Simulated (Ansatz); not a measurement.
Given:

TcIr:
```yaml
crystal:
  lattice:
    - [2.73435, 0.00000, 0.00000]
    - [-1.36718, 2.36802, 0.00000]
    - [0.00000, 0.00000, 4.35219]
  atoms:
    - { symbol: Tc, position: [0.00000, 0.00000, 0.00000] }
    - { symbol: Ir, position: [0.33333, 0.66667, 0.50000] }
```

This is the r²SCAN-relaxed structure.

All from plane-wave PAW r²SCAN (Ansatz code), unless another level is named. Estimate the density of states at the Fermi level.

0.71 states/eV per atom (mean over ±0.08 eV).

Give the formation energy from the elements (no fitted shifts).

-0.23 eV/atom.

Space group P-6m2. The first step of the workflow began from a Materials Project structure, measured or hypothetical; the Crystallography Open Database copy checked does not list it. With Tc and Ir taken as one species the cell has the higher symmetry P6_3/mmc, so it may be an ordered model of a mixed-site phase. Whether it is the stable phase at ambient conditions was not checked. Symmetry was held in the r²SCAN relaxation; whether a distortion lowers the energy is not shown. The run is not spin-polarised. The references are the lowest solids computed at this level, not always the standard phases. Spin–orbit coupling is left out wherever it is not named.

Potentials: the later of the program's two PAW sets.
